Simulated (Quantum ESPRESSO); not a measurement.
Zr2TaO5F3, one run as intended and one with a planted mistake

Computed values, not a measurement. The program is pw.x of Quantum ESPRESSO 7.5 (plane-wave density functional theory). The cell is made up: 11 atoms on a rutile lattice with one site empty, with randomly drawn elements, strain and displacements, not relaxed. PseudoDojo standard norm-conserving files (v0.5 for PBE, v0.4.1 for LDA and PBEsol) set the functional; there is no spin polarisation, spin-orbit coupling or dispersion term, and the masses in the input are unused placeholders.

Intended input:

```
&control calculation='scf', pseudo_dir='./dojo.nc.sr.pbe.v0_5.standard.upf', outdir='./o', disk_io='medium', tprnfor=.true., tstress=.true. /
&system ibrav=0, nat=11, ntyp=4, nbnd=50, ecutwfc=84.00895049, nosym=.true., tot_charge=0,
 occupations='smearing', smearing='fd', degauss=0.0018374661
/
&electrons conv_thr=7.350e-09, electron_maxstep=60, /
ATOMIC_SPECIES
F 1.0 F.upf
O 1.0 O.upf
Ta 1.0 Ta.upf
Zr 1.0 Zr.upf
CELL_PARAMETERS angstrom
4.7856 0.0632 -0.0384
0.0632 4.8617 0.0226
-0.0512 0.0302 6.3077
ATOMIC_POSITIONS angstrom
Zr 0.0079 0.0102 0.0019
Ta -0.0592 0.0256 3.1821
Zr 2.3614 2.4905 4.6613
O 1.4664 1.5444 -0.0029
F 3.3668 3.4126 -0.0203
O 3.8304 0.9967 1.5548
O 1.0027 3.9007 1.5954
F 1.4597 1.5089 3.1463
O 3.3261 3.4375 3.1507
O 3.838 1.0213 4.698
F 0.9855 3.9692 4.7452
K_POINTS automatic
5 5 4 1 1 1
```

The log is shortened where brackets say so; the opening notice, blank lines, dates and the lines on written files are dropped, and the path of the files is cut. It prints rydbergs, bohrs and kilobars, and counts compression as positive stress. Where no state is partly filled, the Fermi energy that it prints is only some level between the filled and the empty states on the mesh, and need not lie in the true gap.

Log of the intended run:

```
     Program PWSCF v.7.5
     Parallel version (MPI & OpenMP), running on       1 processor cores
     Number of MPI processes:                 1
     Threads/MPI process:                     1
     [start-up lines left out]
     bravais-lattice index     =            0
     lattice parameter (alat)  =       9.0446  a.u.
     unit-cell volume          =     990.1004 (a.u.)^3
     number of atoms/cell      =           11
     number of atomic types    =            4
     number of electrons       =        88.00
     number of Kohn-Sham states=           50
     kinetic-energy cutoff     =      84.0090  Ry
     charge density cutoff     =     336.0358  Ry
     scf convergence threshold =      7.3E-09
     mixing beta               =       0.7000
     number of iterations used =            8  plain     mixing
     Exchange-correlation= PBE
                           (   1   4   3   4   0   0   0)
     [axes and pseudopotential details left out]
   Cartesian axes
     site n.     atom                  positions (alat units)
         1        Zr     tau(   1) = (   0.0016506   0.0021311   0.0003970  )
         2        Ta     tau(   2) = (  -0.0123690   0.0053487   0.6648529  )
         3        Zr     tau(   3) = (   0.4933797   0.5203533   0.9739100  )
         4        O      tau(   4) = (   0.3063827   0.3226796  -0.0006059  )
         5        F      tau(   5) = (   0.7034433   0.7130125  -0.0042414  )
         6        O      tau(   6) = (   0.8003057   0.2082458   0.3248526  )
         7        O      tau(   7) = (   0.2094994   0.8149938   0.3333353  )
         8        F      tau(   8) = (   0.3049828   0.3152624   0.6573730  )
         9        O      tau(   9) = (   0.6949396   0.7182150   0.6582924  )
        10        O      tau(  10) = (   0.8018936   0.2133856   0.9815779  )
        11        F      tau(  11) = (   0.2059057   0.8293059   0.9914396  )
     number of k points=    50  Fermi-Dirac smearing, width (Ry)=  0.0018
                       cart. coord. in units 2pi/alat
        k(    1) = (   0.0994986   0.0967105   0.0951924), wk =   0.0400000
        k(    2) = (   0.1010328   0.0958087   0.2849048), wk =   0.0400000
     [further k points left out]
     Dense  grid:   103013 G-vectors     FFT dimensions: (  54,  54,  72)
     Estimated max dynamical RAM per process >     164.30 MB
     Initial potential from superposition of free atoms
     starting charge      87.9943, renormalised to      88.0000
     Starting wfcs are   62 randomized atomic wfcs
     total cpu time spent up to now is       15.9 secs
     per-process dynamical memory:    97.6 Mb
     Self-consistent Calculation
     iteration #  1     ecut=    84.01 Ry     beta= 0.70
     Davidson diagonalization with overlap
     ethr =  1.00E-02,  avg # of iterations =  2.0
     total cpu time spent up to now is       45.5 secs
     total energy              =    -644.38643459 Ry
     estimated scf accuracy    <       4.65104384 Ry
     iteration #  2     ecut=    84.01 Ry     beta= 0.70
     Davidson diagonalization with overlap
     ethr =  5.29E-03,  avg # of iterations =  6.0
     total cpu time spent up to now is      112.3 secs
     total energy              =    -639.21816683 Ry
     estimated scf accuracy    <      54.27414875 Ry
     [iterations 3 to 16 left out]
     iteration # 17     ecut=    84.01 Ry     beta= 0.70
     Davidson diagonalization with overlap
     ethr =  1.08E-10,  avg # of iterations =  2.1
     total cpu time spent up to now is      845.9 secs
     total energy              =    -646.94991325 Ry
     estimated scf accuracy    <       0.00000002 Ry
     iteration # 18     ecut=    84.01 Ry     beta= 0.70
     Davidson diagonalization with overlap
     ethr =  2.29E-11,  avg # of iterations =  4.6
     total cpu time spent up to now is      882.4 secs
     End of self-consistent calculation
     [lines on levels left out]
     the Fermi energy is     8.4936 ev
!    total energy              =    -646.94991325 Ry
     estimated scf accuracy    <          2.8E-09 Ry
     smearing contrib. (-TS)   =       0.00000000 Ry
     internal energy E=F+TS    =    -646.94991325 Ry
     The total energy is F=E-TS. E is the sum of the following terms:
     one-electron contribution =    -232.84861173 Ry
     hartree contribution      =     159.37771316 Ry
     xc contribution           =    -144.41298527 Ry
     ewald contribution        =    -429.06602941 Ry
     convergence has been achieved in  18 iterations
     Forces acting on atoms (cartesian axes, Ry/au):
     atom    1 type  4   force =     0.04583876    0.09977408    0.31158913
     atom    2 type  3   force =    -0.17380238   -0.04111138   -0.42420842
     atom    3 type  4   force =     0.08407635   -0.09627912    0.08120456
     atom    4 type  2   force =    -0.03292928   -0.03737506   -0.11446308
     atom    5 type  1   force =     0.00633742    0.00912764   -0.04573977
     atom    6 type  2   force =     0.07924960   -0.07267873    0.10575806
     atom    7 type  2   force =    -0.07097300    0.07906888    0.09439926
     atom    8 type  1   force =    -0.04448766   -0.04319426    0.00728244
     atom    9 type  2   force =     0.10032810    0.10179727    0.07550202
     atom   10 type  2   force =     0.00218271   -0.00343402   -0.07149010
     atom   11 type  1   force =     0.00417936    0.00430470   -0.01983410
     Total force =     0.663518     Total SCF correction =     0.000137
     Computing stress (Cartesian axis) and pressure
          total   stress  (Ry/bohr**3)                   (kbar)     P=      -12.85
   0.00012958  -0.00061039   0.00029589           19.06      -89.79       43.53
  -0.00061039   0.00008259   0.00012664          -89.79       12.15       18.63
   0.00029589   0.00012664  -0.00047422           43.53       18.63      -69.76
     init_run     :     14.95s CPU     15.79s WALL (       1 calls)
     electrons    :    829.61s CPU    866.55s WALL (       1 calls)
     forces       :      6.87s CPU      6.95s WALL (       1 calls)
     stress       :     26.11s CPU     27.08s WALL (       1 calls)
     [timing details left out]
     PWSCF        :  14m37.81s CPU  15m17.24s WALL
     JOB DONE.
```

A second run has one planted mistake: the cell and the positions are scaled by a wrong factor. The input lines that differ, file-writing options aside:

```
- 4.7856 0.0632 -0.0384
+ 4.8545 0.0641 -0.039
- 0.0632 4.8617 0.0226
+ 0.0641 4.9317 0.0229
- -0.0512 0.0302 6.3077
+ -0.0519 0.0306 6.3985
- Zr 0.0079 0.0102 0.0019
+ Zr 0.008 0.0103 0.0019
- Ta -0.0592 0.0256 3.1821
+ Ta -0.0601 0.026 3.2279
- Zr 2.3614 2.4905 4.6613
+ Zr 2.3954 2.5264 4.7284
- O 1.4664 1.5444 -0.0029
+ O 1.4875 1.5666 -0.0029
- F 3.3668 3.4126 -0.0203
+ F 3.4153 3.4617 -0.0206
- O 3.8304 0.9967 1.5548
+ O 3.8856 1.0111 1.5772
- O 1.0027 3.9007 1.5954
+ O 1.0171 3.9569 1.6184
- F 1.4597 1.5089 3.1463
+ F 1.4807 1.5306 3.1916
- O 3.3261 3.4375 3.1507
+ O 3.374 3.487 3.1961
- O 3.838 1.0213 4.698
+ O 3.8933 1.036 4.7657
- F 0.9855 3.9692 4.7452
+ F 0.9997 4.0264 4.8135
```

Its log:

```
     Program PWSCF v.7.5
     Parallel version (MPI & OpenMP), running on       4 processor cores
     Number of MPI processes:                 4
     Threads/MPI process:                     1
     [start-up lines left out]
     bravais-lattice index     =            0
     lattice parameter (alat)  =       9.1748  a.u.
     unit-cell volume          =    1033.4822 (a.u.)^3
     number of atoms/cell      =           11
     number of atomic types    =            4
     number of electrons       =        88.00
     number of Kohn-Sham states=           50
     kinetic-energy cutoff     =      84.0090  Ry
     charge density cutoff     =     336.0358  Ry
     scf convergence threshold =      7.3E-09
     mixing beta               =       0.7000
     number of iterations used =            8  plain     mixing
     Exchange-correlation= PBE
                           (   1   4   3   4   0   0   0)
     [axes and pseudopotential details left out]
   Cartesian axes
     site n.     atom                  positions (alat units)
         1        Zr     tau(   1) = (   0.0016478   0.0021215   0.0003913  )
         2        Ta     tau(   2) = (  -0.0123788   0.0053552   0.6648500  )
         3        Zr     tau(   3) = (   0.4933801   0.5203622   0.9739078  )
         4        O      tau(   4) = (   0.3063801   0.3226723  -0.0005973  )
         5        F      tau(   5) = (   0.7034488   0.7130058  -0.0042430  )
         6        O      tau(   6) = (   0.8003164   0.2082561   0.3248556  )
         7        O      tau(   7) = (   0.2094919   0.8150020   0.3333416  )
         8        F      tau(   8) = (   0.3049795   0.3152574   0.6573733  )
         9        O      tau(   9) = (   0.6949422   0.7182168   0.6583002  )
        10        O      tau(  10) = (   0.8019024   0.2133848   0.9815905  )
        11        F      tau(  11) = (   0.2059080   0.8293170   0.9914358  )
     number of k points=    50  Fermi-Dirac smearing, width (Ry)=  0.0018
                       cart. coord. in units 2pi/alat
        k(    1) = (   0.0994997   0.0967111   0.0951926), wk =   0.0400000
        k(    2) = (   0.1010357   0.0958102   0.2849054), wk =   0.0400000
     [further k points left out]
     Dense  grid:   107557 G-vectors     FFT dimensions: (  54,  60,  72)
     Estimated max dynamical RAM per process >     305.11 MB
     Estimated total dynamical RAM >       1.11 GB
     Initial potential from superposition of free atoms
     starting charge      87.9943, renormalised to      88.0000
     Starting wfcs are   62 randomized atomic wfcs
     total cpu time spent up to now is        7.9 secs
     per-process dynamical memory:   238.5 Mb
     Self-consistent Calculation
     iteration #  1     ecut=    84.01 Ry     beta= 0.70
     Davidson diagonalization with overlap
     ethr =  1.00E-02,  avg # of iterations =  2.0
     total cpu time spent up to now is       17.1 secs
     total energy              =    -644.23789284 Ry
     estimated scf accuracy    <       4.83249756 Ry
     iteration #  2     ecut=    84.01 Ry     beta= 0.70
     Davidson diagonalization with overlap
     ethr =  5.49E-03,  avg # of iterations =  6.2
     total cpu time spent up to now is       32.8 secs
     total energy              =    -638.95634031 Ry
     estimated scf accuracy    <      58.54366785 Ry
     [iterations 3 to 17 left out]
     iteration # 18     ecut=    84.01 Ry     beta= 0.70
     Davidson diagonalization with overlap
     ethr =  4.42E-11,  avg # of iterations =  4.9
     total cpu time spent up to now is      199.3 secs
     total energy              =    -646.93615652 Ry
     estimated scf accuracy    <          7.7E-09 Ry
     iteration # 19     ecut=    84.01 Ry     beta= 0.70
     Davidson diagonalization with overlap
     ethr =  8.74E-12,  avg # of iterations =  2.2
     total cpu time spent up to now is      208.4 secs
     End of self-consistent calculation
     [lines on levels left out]
     the Fermi energy is     7.7278 ev
!    total energy              =    -646.93615651 Ry
     estimated scf accuracy    <          2.0E-09 Ry
     smearing contrib. (-TS)   =      -0.00000000 Ry
     internal energy E=F+TS    =    -646.93615651 Ry
     The total energy is F=E-TS. E is the sum of the following terms:
     one-electron contribution =    -241.89627109 Ry
     hartree contribution      =     162.04826010 Ry
     xc contribution           =    -144.11359651 Ry
     ewald contribution        =    -422.97454901 Ry
     convergence has been achieved in  19 iterations
     Forces acting on atoms (cartesian axes, Ry/au):
     atom    1 type  4   force =     0.04400149    0.09970205    0.29713710
     atom    2 type  3   force =    -0.17191355   -0.03787390   -0.40488590
     atom    3 type  4   force =     0.08107849   -0.09220828    0.07332785
     atom    4 type  2   force =    -0.03404539   -0.03913828   -0.12308682
     atom    5 type  1   force =     0.00845980    0.01141495   -0.05472495
     atom    6 type  2   force =     0.09136268   -0.08509908    0.10375170
     atom    7 type  2   force =    -0.08246796    0.09043513    0.08809997
     atom    8 type  1   force =    -0.04262762   -0.04034948    0.02137227
     atom    9 type  2   force =     0.09618317    0.09847268    0.08761941
     atom   10 type  2   force =     0.00838500   -0.01016314   -0.06853079
     atom   11 type  1   force =     0.00158389    0.00480735   -0.02007983
     Total force =     0.649230     Total SCF correction =     0.000153
     Computing stress (Cartesian axis) and pressure
          total   stress  (Ry/bohr**3)                   (kbar)     P=      -78.57
  -0.00028137  -0.00056881   0.00028117          -41.39      -83.67       41.36
  -0.00056881  -0.00033395   0.00013263          -83.67      -49.13       19.51
   0.00028117   0.00013263  -0.00098694           41.36       19.51     -145.18
     init_run     :      5.94s CPU      7.84s WALL (       1 calls)
     electrons    :    198.96s CPU    200.50s WALL (       1 calls)
     forces       :      1.93s CPU      1.97s WALL (       1 calls)
     stress       :      6.64s CPU      6.90s WALL (       1 calls)
     [timing details left out]
     PWSCF        :   3m33.62s CPU   3m37.44s WALL
     JOB DONE.
```

|  | intended run | run with the mistake |
| --- | --- | --- |
| free energy (eV) | -8802.202 | -8802.015 |
| smearing term -TS (eV) | 0.0000 | 0.0000 |
| pressure (GPa) | -1.29 | -7.86 |
| largest force component (eV/Å) | 10.907 | 10.410 |
| largest change of a force component (eV/Å) |  | 0.497 |
| iterations | 18 | 19 |

For scale, a rerun of the intended cell at a cutoff of 1467 eV and k mesh 7 x 7 x 6 moved values by no more than 0.004 eV in energy, 0.03 GPa in stress and 0.002 eV/Å in force.